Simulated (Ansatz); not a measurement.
Data:

Y (bcc (W type), space group No. 229), a = b = c = 4.040 Å, α = β = γ = 90.00°; the cell used has 1 atom.

This is the PBE-relaxed structure.

Question: All from DFT-PBE in the program Ansatz with PAW potentials, unless another level is named. Predict the density of states at the Fermi level.

Answer: 2.7 states/eV per atom (mean over ±0.08 eV).

Question: Predict the gap with spin–orbit coupling.

Answer: none (metallic).

Space group Im-3m (bcc (W type)). A made-up cell: these elements were put on the sites of a structure type; neither database checked (COD, Materials Project) lists it. It is not the phase usual at ambient conditions (space group No. 194). Symmetry was held in the PBE relaxation. At this level the phase is dynamically unstable (imaginary phonons). The run is not spin-polarised. Scalar-relativistic: spin–orbit coupling is off unless named, which matters more the heavier the elements.

Potentials: the later of the program's two PAW sets.
